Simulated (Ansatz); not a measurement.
Relaxed polymorphs of Mg2Si. Computed with PBEsol (plane waves to 420 eV, PAW, scalar-relativistic; Ansatz, a program for electronic structure). One row is withheld; estimate it from its structure type, its coordination and the trend of the others.

```json
[
 {"structure": "Fm-3m, cF12, AFLOW prototype AB2_cF12_225_a_c (C1, as in CaF2)", "coordination": "–", "E − E(first row) (eV/atom)": "0.000", "V (Å³/atom)": "21.09", "gap (eV, no SOC)": "0.11"},
 {"structure": "Fddd, oF24, AFLOW prototype A2B_oF24_70_e_a (C54, as in TiSi2)", "coordination": "–", "E − E(first row) (eV/atom)": "___", "V (Å³/atom)": "___", "gap (eV, no SOC)": "___"},
 {"structure": "Pnma, oP12, AFLOW prototype A2B_oP12_62_2c_c (C23, as in PbCl2)", "coordination": "–", "E − E(first row) (eV/atom)": "0.04", "V (Å³/atom)": "19.41", "gap (eV, no SOC)": "0.00"},
 {"structure": "I4₁/amd, tI24, AFLOW prototype A2B_tI24_141_2e_e (as in HfGa2)", "coordination": "–", "E − E(first row) (eV/atom)": "0.20", "V (Å³/atom)": "18.49", "gap (eV, no SOC)": "0.00"},
 {"structure": "P4/nmm, tP6", "coordination": "–", "E − E(first row) (eV/atom)": "0.08", "V (Å³/atom)": "19.74", "gap (eV, no SOC)": "0.00"},
 {"structure": "Cmce, oS24", "coordination": "–", "E − E(first row) (eV/atom)": "0.15", "V (Å³/atom)": "20.39", "gap (eV, no SOC)": "0.00"},
 {"structure": "P-3m1, hP6", "coordination": "–", "E − E(first row) (eV/atom)": "0.23", "V (Å³/atom)": "19.43", "gap (eV, no SOC)": "0.00"},
 {"structure": "P4/mmm, tP3", "coordination": "–", "E − E(first row) (eV/atom)": "0.25", "V (Å³/atom)": "21.57", "gap (eV, no SOC)": "0.00"}
]
```

Fill in the missing entries.


- Fddd, oF24, AFLOW prototype A2B_oF24_70_e_a (C54, as in TiSi2), E − E(first row) (eV/atom): 0.20
- Fddd, oF24, AFLOW prototype A2B_oF24_70_e_a (C54, as in TiSi2), V (Å³/atom): 18.79
- Fddd, oF24, AFLOW prototype A2B_oF24_70_e_a (C54, as in TiSi2), gap (eV, no SOC): 0.00

The withheld cell: Fddd, origin choice 1 (No. 70), oF24, AFLOW prototype A2B_oF24_70_e_a (C54, as in TiSi2); a = 5.0215 Å, b = 8.8475 Å, c = 10.1483 Å, α = 90.00°, β = 90.00°, γ = 90.00°; Mg 16f (0.000, 0.328, 0.000); Si 8a (0.000, 0.000, 0.000). Coordination numbers (neighbours up to the widest gap in distance over summed covalent radii, below 1.35; n+m marks a second, longer set; metal–metal contacts left out).

Each run could gain symmetry but not lose that of its start, so entries can be saddle points. From databases, or of a type measured for this composition: Fm-3m, cF12, AFLOW prototype AB2_cF12_225_a_c (C1, as in CaF2); P4/nmm, tP6; the others are generated cells (placed on structure types, drawn at random, substituted or restacked) that were not matched to a known phase here. Energies are at zero temperature and pressure, without zero-point motion. The runs use different k-meshes, so differences are rounded accordingly. No spin polarisation in the result.
